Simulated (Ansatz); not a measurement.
SiGe3 (P-4m2), relaxed with PBEsol (Ansatz, a program for electronic structure, plane waves, PAW): a = 3.9666 Å, b = 3.9666 Å, c = 5.5943 Å, α = 90.00°, β = 90.00°, γ = 90.00°.

```
Quantity                         Value
-------------------------------  -----
gap (eV)                          0.22
ΔH_f (eV/atom)                    0.01
B₀ by P(V) fit (GPa)              74.0
K_Hill (GPa)                      74.7
G_Hill (GPa)                      53.2
electron conductivity mass (mₑ)   0.10
Θ_D (K)                            398
```

The same phase is relaxed and computed with r²SCAN in the same code. What are the cell and these values now?

a = b = 3.9675 Å, c = 5.6012 Å, α = β = γ = 90.00°.

- gap (eV) = 0.56
- ΔH_f (eV/atom) = 0.01
- B₀ by P(V) fit (GPa) = 77.9
- K_Hill (GPa) = 78.1
- G_Hill (GPa) = 59.6
- electron conductivity mass (mₑ) = 0.12
- Θ_D (K) = 420

Typed or built starts, not in the databases checked: SiGe3, P-4m2 (Si on 1a, Ge on 2g, Ge on 1c). All cells were relaxed under the symmetry of their starts (and spin orders); stability against distortions was not tested throughout. Spin–orbit coupling is left out wherever it is not named.

Potentials: the later of the program's two PAW sets.

Ansatz is a plane-wave DFT program.

Formation energies count from the lowest solids of the elements computed at the same level, not from gases.
